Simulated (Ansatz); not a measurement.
SiO₂:
```
CELL_PARAMETERS angstrom
      5.01227     0.00000     0.00000
     -2.50614     4.34075     0.00000
      0.00000     0.00000     8.53966
ATOMIC_POSITIONS crystal
  Si 0.66667 0.33333 0.93704
  Si 0.33333 0.66667 0.43704
  Si 0.66667 0.33333 0.56296
  Si 0.33333 0.66667 0.06296
  O  0.00000 0.41150 0.00000
  O  0.58850 0.00000 0.50000
  O  0.58850 0.58850 0.00000
  O  0.00000 0.58850 0.50000
  O  0.41150 0.00000 0.00000
  O  0.41150 0.41150 0.50000
  O  0.66667 0.33333 0.75000
  O  0.33333 0.66667 0.25000
```

Relaxed with LDA. Special points in fractions of this cell's reciprocal vectors: Γ (0.000, 0.000, 0.000); M (0.500, 0.000, 0.000); K (0.333, 0.333, 0.000); A (0.000, 0.000, 0.500); L (0.500, 0.000, 0.500); H (0.333, 0.333, 0.500).

Q: List the band energies nearest the valence-band maximum at these points for DFT-LDA in the program Ansatz with PAW potentials.

A: In eV from the valence-band maximum; about four levels below and three above (degenerate sets whole), none deeper than 8.9 eV; points with the same levels are listed once.

```
k                          below                above
-  -----------------------------  -------------------
Γ  -0.85 -0.85 -0.84 -0.07 -0.07       5.41 7.74 8.06
M        -0.97 -0.78 -0.66 -0.06       7.70 8.12 8.61
K        -1.24 -0.82 -0.82 -0.17       8.45 8.45 8.62
A        -0.67 -0.67 -0.20 -0.20  6.20 6.20 9.04 9.04
L        -0.77 -0.77 -0.39 -0.39  8.12 8.12 8.37 8.37
H        -0.74 -0.74 -0.59 -0.59  8.48 8.48 8.70 8.70
```

Space group P6_322. The workflow started from a Materials Project entry (that database holds measured and hypothetical structures alike); the Crystallography Open Database copy checked does not list it. It is not the phase usual at ambient conditions (space group No. 92, 152, 154). Symmetry was held in the LDA relaxation. At this level the phase is dynamically unstable (imaginary phonons).

Potentials: the later of the program's two PAW sets.
